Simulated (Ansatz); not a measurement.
A relaxation computed with Ansatz, from input to last step.

```yaml
crystal:
  lattice:
    - [3.3147595662, 0.0, 0.0]
    - [0.0, 3.3147595662, 0.0]
    - [0.0, 0.0, 4.3447027172]
  atoms:
    - { symbol: Sr, position: [0.5, 0.5, 0.5], spin: -0.15 }
    - { symbol: Mn, position: [0.0, 0.0, 0.0], spin: 4.18 }
basis:
  ecutwfc: 420
kpoints:
  mp_grid: { grid: [6, 6, 4] }
hamiltonian:
  xc: pbe
scf:
  occupations: { method: gaussian, width: 0.1 }
  lower_state_search: "off"
output:
  forces: true
  stress: true
  eigenvalues: true
  populations: true
magnetization:
  spin_polarized: true
relax:
  adjacent_minimum: "off"
  f_tol: 0.04
  max_steps: 70
  cell: { stress_tol: 0.4 }
```

```bash
ansatz run input.yaml --threads 1 --pin off --max-ram 2560MiB --backend cpu --events-out ev --progress --plain --runs-dir out
```

Method: Ansatz 0.2.0, DFT PBE, scalar-relativistic, plane waves, PAW.

Of 8 frames 7 are shown, positions in Å and forces in eV/Å; the SCF threshold varies from step to step. Steps run on the plane waves of an earlier cell, with a Pulay correction in the pressure. The basis is chosen afresh for the last frame, the zero of the energies, and at times for earlier ones too; energy and pressure step there, also at an unchanged geometry. Here that happened at step 6 (-9 meV/atom, 0.6 GPa); the frames before carry an error of that size.

```xyz
2
Lattice="3.3148 0.0000 0.0000 0.0000 3.3148 0.0000 0.0000 0.0000 4.3447" Properties=species:S:1:pos:R:3:forces:R:3 pbc="T T T" step=1 free_energy_over_end_meV_per_atom=198.12 pressure_GPa=7.00
Sr    1.6574    1.6574    2.1724    0.0000    0.0000    0.0000
Mn    0.0000    0.0000    0.0000    0.0000    0.0000    0.0000
2
Lattice="3.4777 0.0000 0.0000 0.0000 3.4777 0.0000 0.0000 0.0000 4.3726" Properties=species:S:1:pos:R:3:forces:R:3 pbc="T T T" step=2 free_energy_over_end_meV_per_atom=94.56 pressure_GPa=3.34
Sr    1.7389    1.7389    2.1863    0.0000    0.0000    0.0000
Mn    0.0000    0.0000    0.0000    0.0000    0.0000    0.0000
2
Lattice="3.6406 0.0000 0.0000 0.0000 3.6406 0.0000 0.0000 0.0000 4.2863" Properties=species:S:1:pos:R:3:forces:R:3 pbc="T T T" step=3 free_energy_over_end_meV_per_atom=36.70 pressure_GPa=0.98
Sr    1.8203    1.8203    2.1431    0.0000    0.0000    0.0000
Mn    0.0000    0.0000    0.0000    0.0000    0.0000    0.0000
2
Lattice="3.8022 0.0000 0.0000 0.0000 3.8022 0.0000 0.0000 0.0000 4.0783" Properties=species:S:1:pos:R:3:forces:R:3 pbc="T T T" step=4 free_energy_over_end_meV_per_atom=11.92 pressure_GPa=-0.22
Sr    1.9011    1.9011    2.0392    0.0000    0.0000    0.0000
Mn    0.0000    0.0000    0.0000    0.0000    0.0000    0.0000
2
Lattice="3.8208 0.0000 0.0000 0.0000 3.8208 0.0000 0.0000 0.0000 4.0199" Properties=species:S:1:pos:R:3:forces:R:3 pbc="T T T" step=5 free_energy_over_end_meV_per_atom=11.06 pressure_GPa=-0.14
Sr    1.9104    1.9104    2.0100    0.0000    0.0000    0.0000
Mn    0.0000    0.0000    0.0000    0.0000    0.0000    0.0000
2
Lattice="3.8208 0.0000 0.0000 0.0000 3.8208 0.0000 0.0000 0.0000 4.0199" Properties=species:S:1:pos:R:3:forces:R:3 pbc="T T T" step=6 free_energy_over_end_meV_per_atom=1.94 pressure_GPa=0.43
Sr    1.9104    1.9104    2.0100    0.0000    0.0000    0.0000
Mn    0.0000    0.0000    0.0000    0.0000    0.0000    0.0000
2
Lattice="3.8680 0.0000 0.0000 0.0000 3.8680 0.0000 0.0000 0.0000 3.9859" Properties=species:S:1:pos:R:3:forces:R:3 pbc="T T T" step=8 free_energy_over_end_meV_per_atom=0.00 pressure_GPa=0.05
Sr    1.9340    1.9340    1.9929    0.0000    0.0000    0.0000
Mn    0.0000    0.0000    0.0000    0.0000    0.0000    0.0000
```

The start puts this composition into another compound's structure type, which needn't suit it. At the end the space group is P4/mmm (tolerance 0.05 Å).

Time: 37 s on 1 thread of Arm Neoverse V1 (shared host), peak memory 0.34 GiB.

The k mesh is coarse. Only parallel moments were tried here.